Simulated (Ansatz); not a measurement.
Question: Each is relaxed and computed with LDA (plane waves, PAW; program Ansatz). Which is the only one with a gap?
A. HfGe2, Cmcm (Hf on 4c, Ge on 4c, Ge on 4c)
B. ScSi, Cmcm (Sc on 4c, Si on 4c)
C. CuI, Cmcm (Cu on 4c, I on 4c)
D. ZrGe2, Cmcm (Zr on 4c, Ge on 4c, Ge on 4c)

Answer: C, CuI, Cmcm (Cu on 4c, I on 4c). CuI: gap 0.82 eV (direct); HfGe2: metal; ZrGe2: metal; ScSi: metal. Not the usual ambient phase: CuI, Cmcm (Cu on 4c, I on 4c). Standing as an ambient phase not checked: HfGe2, Cmcm (Hf on 4c, Ge on 4c, Ge on 4c); ZrGe2, Cmcm (Zr on 4c, Ge on 4c, Ge on 4c); ScSi, Cmcm (Sc on 4c, Si on 4c). Weakly bound layers, chains or molecules computed without a dispersion correction, so cells and soft constants are ill determined: CuI, Cmcm (Cu on 4c, I on 4c). All cells were relaxed under the symmetry of their starts (and spin orders); stability against distortions was not tested throughout. Rows with no word on spin ran without spin polarisation. Spin–orbit coupling is left out wherever it is not named.

Potentials: the later of the program's two PAW sets.
